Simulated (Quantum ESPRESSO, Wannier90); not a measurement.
Wannier functions of SnI₄ (P-43m)

```xyz
5
Lattice="6.3636 0.0000 0.0000 0.0000 6.3636 0.0000 0.0000 0.0000 6.3636" Properties=species:S:1:pos:R:3 pbc="T T T"
Sn     0.0000     0.0000     0.0000
I      1.5513    -1.5513    -1.5513
I     -1.5513    -1.5513     1.5513
I     -1.5513     1.5513    -1.5513
I      1.5513     1.5513     1.5513
```

Structure: Materials Project mp-571436, symmetrised, not relaxed again. COD (Crystallography Open Database) has the formula in 2 space groups, this one among them (matched by group alone). Level: PBEsol, no spin polarisation, no spin-orbit coupling; pw.x of Quantum ESPRESSO at 58 Ry with PseudoDojo potentials, 4×4×4 k-points, Wannier90. Density: 6×6×6 mesh, cold smearing 0.01 Ry. Spin-orbit coupling is left out although heavy elements are present.

Bands 23-25 form an isolated set from 3.91 to 4.88 eV relative to the valence-band maximum (on the path) and are turned into 3 Wannier functions by minimising the spread from the start: atomic waves Sn 5p.

Task: Where do the functions sit, how wide are they and what are they made of?

Result: 
```csv
functions,spread (Å²),"nearest atom, distance (Å)","second atom, distance (Å)",weight on atomic waves
3,8.11,Sn 0.00,I 2.69,"Sn 5p 55 %, I 5p 28 %"
```

Ω_I = 24.07 Å², Ω_total = 24.34 Å²; the interpolated bands follow pw.x to 7.9 meV rms on the path. Only this start was tried; a symmetric start can stop on a saddle, and mixtures of these functions could lower the total by at most Ω_total − Ω_I.
